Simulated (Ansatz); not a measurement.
Relaxed Pd (fcc, Cu type):

```
Pd
1.0
    0.00000     3.94276     3.94276
    1.97138     0.00000     1.97138
    1.97138     1.97138     0.00000
Pd
2
Cartesian
  0.00000   0.00000   0.00000
  0.00000   1.97138   1.97138
```

A phonon eigenvector at L = (0.5, 0.0, 0.0) is frozen into this cell: atom i moves by Q times the vector below, so Q is the largest atomic displacement, in Å. The cell is held. (q is in reciprocal vectors of the primitive cell; the cell shown is doubled to hold the pattern.)

```tsv
atom	x	y	z
Pd1	-0.577	0.577	0.577
Pd2	0.577	-0.577	-0.577
```

These are PBE (plane waves to 420 eV, PAW, scalar-relativistic; Ansatz, a quantum-chemistry and plane-wave program) values and carry that method's errors. k mesh 10×20×20 (Γ-centred), Fermi-Dirac smearing 0.05 eV. Energies are smeared free energies. With partly filled bands, energies and forces of such displacements shift with the k mesh and the smearing. Pd is run without spin polarisation. Pd was relaxed with its symmetry unable to fall. ΔE is measured from the undisplaced structure. The last digit holds for this mesh only.

```tsv
Q (Å)	ΔE (meV/cell)
-0.1000	186.7
-0.0833	128.8
-0.0667	82.0
-0.0500	45.9
-0.0333	withheld
-0.0167	5.1
0.0000	0.0
0.0167	5.1
0.0333	withheld
0.0500	45.9
0.0667	82.0
0.0833	128.8
0.1000	186.7
```

**Question.** Fit an even polynomial form (powers 2, 4) to the given rows and predict ΔE at Q = -0.0333.

**Answer.** Least squares on the 11 given rows: ΔE = (18270)·Q² + (40760)·Q⁴, in meV/cell with Q in Å; root-mean-square residual 0.06 meV/cell. At -0.0333 the fit gives 20.3 meV/cell; the calculation gives 20.3 meV/cell, the same to the digits shown. The quadratic term alone would give 20.3 meV/cell.

(A displaced cell: forces are minus the slopes of the energy, force constants its curvatures, and phonons follow from these.)
